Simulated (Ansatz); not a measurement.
AlAs (zinc blende, F-43m), PBEsol (plane waves, PAW; program Ansatz): ε∞ = 9.51, cell volume 45.68 Å³. Infrared-active transverse modes:

| ω_TO (cm⁻¹) | oscillator strength S_xx (e²/amu) |
|---|---|
| 352.9 | 0.2344 |

Question: Compute the static dielectric constant.

Answer: Each mode adds (4.921e7/V) S/ω²: 2.03. So ε0 = 11.5.

Question: What LO frequency does the Lyddane–Sachs–Teller relation give?

Answer: ω_LO = ω_TO √(ε0/ε∞) = 389 cm⁻¹.

The PBEsol relaxation kept the symmetry of its start. Spin–orbit coupling is left out wherever it is not named.

Potentials: the earlier of the program's two PAW sets. The files were generated under PBE; for other functionals the program regenerates the frozen cores, and for LDA and PBEsol the local potential too.
